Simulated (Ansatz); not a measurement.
Li2HfN2:
```yaml
crystal:
  lattice:
    - [3.24405, 0.00000, 0.00000]
    - [-1.62203, 2.80943, 0.00000]
    - [0.00000, 0.00000, 5.42318]
  atoms:
    - { symbol: Li, position: [0.66667, 0.33333, 0.38340] }
    - { symbol: Li, position: [0.33333, 0.66667, 0.61660] }
    - { symbol: Hf, position: [0.00000, 0.00000, 0.00000] }
    - { symbol: N, position: [0.66667, 0.33333, 0.77843] }
    - { symbol: N, position: [0.33333, 0.66667, 0.22157] }
```

Relaxed with r²SCAN. The program Ansatz at the r²SCAN level (PAW) gives a gap of 2.27 eV.

Task: What gap does HSE06 give on the same cell (Ansatz, PAW)?

Result: 2.93 eV, 0.67 eV more. The hybrid was solved on a coarser mesh and at special points; its gap is the smallest among all of these.

```json
[
 {"k": "Γ", "v1 r²SCAN": "0.00", "c1 r²SCAN": "3.88", "v1 HSE06": "…", "c1 HSE06": "…"},
 {"k": "A", "v1 r²SCAN": "-0.20", "c1 r²SCAN": "3.79", "v1 HSE06": "…", "c1 HSE06": "…"},
 {"k": "K", "v1 r²SCAN": "-1.44", "c1 r²SCAN": "3.87", "v1 HSE06": "-1.58", "c1 HSE06": "4.57"},
 {"k": "H", "v1 r²SCAN": "-2.10", "c1 r²SCAN": "4.61", "v1 HSE06": "…", "c1 HSE06": "…"},
 {"k": "M", "v1 r²SCAN": "-1.25", "c1 r²SCAN": "2.41", "v1 HSE06": "…", "c1 HSE06": "…"},
 {"k": "L", "v1 r²SCAN": "-0.85", "c1 r²SCAN": "2.27", "v1 HSE06": "-0.93", "c1 HSE06": "2.93"}
]
```

Task: Top valence (v1) and lowest conduction level (c1) in eV from each method's valence maximum (which need not be a listed point): supply the withheld HSE06 values.

Result: 
- H, v1 HSE06: -2.23
- H, c1 HSE06: 5.48
- M, v1 HSE06: -1.36
- M, c1 HSE06: 3.08
- A, v1 HSE06: -0.21
- A, c1 HSE06: 4.62
- Γ, v1 HSE06: 0.00
- Γ, c1 HSE06: 4.73

Cost on shared cores: the r²SCAN run (SCF on a 10×10×5 mesh, then bands and DOS) around 40 core-seconds (rough), the HSE06 run (SCF on 6×6×3, then a few points) roughly 100 core-seconds; the tasks are unlike.

Space group P-3m1. The first step of the workflow began from a Materials Project structure, measured or hypothetical; the Crystallography Open Database copy checked does not list it. Whether it is the stable phase at ambient conditions was not checked. The cell was relaxed with r²SCAN under the symmetry of its start; its stability against distortions is not shown here. No spin polarisation was allowed. Spin–orbit coupling is left out wherever it is not named.

Potentials: the later of the program's two PAW sets.
